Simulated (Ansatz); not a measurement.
MgZn2:
```xyz
12
Lattice="5.1498 0.0000 0.0000 -2.5749 4.4598 0.0000 0.0000 0.0000 8.3662" Properties=species:S:1:pos:R:3 pbc="T T T"
Mg     0.0000     2.9732     0.5238
Mg     2.5749     1.4866     7.8424
Mg     2.5749     1.4866     4.7069
Mg     0.0000     2.9732     3.6593
Zn     0.0000     0.0000     0.0000
Zn     0.0000     0.0000     4.1831
Zn     0.0000     1.5127     6.2747
Zn     2.5749     2.9471     2.0916
Zn     3.8397     0.7564     2.0916
Zn    -1.2648     3.7035     6.2747
Zn     1.2648     3.7035     6.2747
Zn     1.3101     0.7564     2.0916
```

This is the r²SCAN-relaxed structure. Tensor components refer to the Cartesian frame of this cell.

### Question
All from plane-wave PAW r²SCAN (Ansatz code), unless another level is named. Estimate the bulk modulus (Birch–Murnaghan fit).

### Answer
75.1 GPa.

### Question
Predict the elastic constants (relaxed ions, GPa).

### Answer
C11 = 128, C12 = 54.4, C13 = 39.0, C33 = 154, C44 = 37.0.

Space group P6_3/mmc. The workflow started from a Materials Project entry (that database holds measured and hypothetical structures alike); the Crystallography Open Database copy checked does not list it. Whether it is the stable phase at ambient conditions was not checked. Symmetry was held in the r²SCAN relaxation; its stability against distortions is not shown here. As this level gives no gap, shear constants depend on the k-mesh and smearing (Fermi–Dirac, 0.1 eV here). On the denser mesh and wider smearing of the elastic run this cell carries a stress of 0.7 GPa.

Potentials: the later of the program's two PAW sets.
